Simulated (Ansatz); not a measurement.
MgTe:
```
CELL_PARAMETERS angstrom
      4.60616     0.00000     0.00000
     -2.30308     3.98905     0.00000
      0.00000     0.00000    15.01153
ATOMIC_POSITIONS crystal
  Mg 0.00000 0.00000 0.00057
  Mg 0.00000 0.00000 0.50057
  Mg 0.66667 0.33333 0.75015
  Mg 0.33333 0.66667 0.25015
  Te 0.00000 0.00000 0.81264
  Te 0.00000 0.00000 0.31264
  Te 0.66667 0.33333 0.56227
  Te 0.33333 0.66667 0.06227
```

PBE (plane waves, PAW; program Ansatz) gives a gap of 2.35 eV without spin–orbit coupling, maximum at Γ, minimum at Γ.

Task: What happens when spin–orbit coupling is switched on?

Result: The gap drops by 0.26 eV, to 2.09 eV; maximum at Γ, minimum at Γ.

Task: Give the electron effective mass with spin–orbit coupling.

Result: 0.16, 0.17, 0.17 mₑ (principal values).

Space group P6_3mc. The cell is a constructed one: a structure type filled with these elements; the Crystallography Open Database files this formula in space group No. 186, but the cells were not matched. Its standing as an ambient phase is unchecked. The PBE relaxation kept the symmetry of its start; its stability against distortions is not shown here.

Potentials: the later of the program's two PAW sets.
